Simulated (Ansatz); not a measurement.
A distorted cell of AlN (wurtzite):

```
AlN
1.0
    3.13468     0.00000     0.00000
   -1.56734     2.71471     0.00000
    0.00000     0.00000     4.88914
Al N
2 2
Direct
  0.33333   0.66667   0.99658
  0.66667   0.33333   0.49658
  0.33333   0.66667   0.37822
  0.66667   0.33333   0.87822
```

All values below come from r2SCAN (plane waves to 500 eV, PAW, scalar-relativistic; Ansatz, a quantum-chemistry and plane-wave program). k mesh 12×12×7 (Γ-centred), Fermi-Dirac smearing 0.05 eV. Energies are smeared free energies. Compression counts positive. As the atoms are clamped, bonds stretch with the cell, which overstates energies and stresses. AlN was relaxed with its symmetry unable to fall. The PAW data are Ansatz's earlier set.

Problem. Give the stress tensor in GPa and the pressure.

Solution. 
```
   -3.9      0.0      0.0
    0.0     -3.9      0.0
    0.0      0.0      7.6
```
The pressure, a third of the trace, is -0.1 GPa.

Problem. It is the relaxed cell deformed to V/V₀ = 1.000, (c/a)/(c/a)₀ = 0.973, c along z, fractional positions held. What is its energy relative to the relaxed cell?

Solution. 6.7 meV/atom.

(Under strain, the slope of the energy per volume gives the stress and its curvature an elastic modulus.)
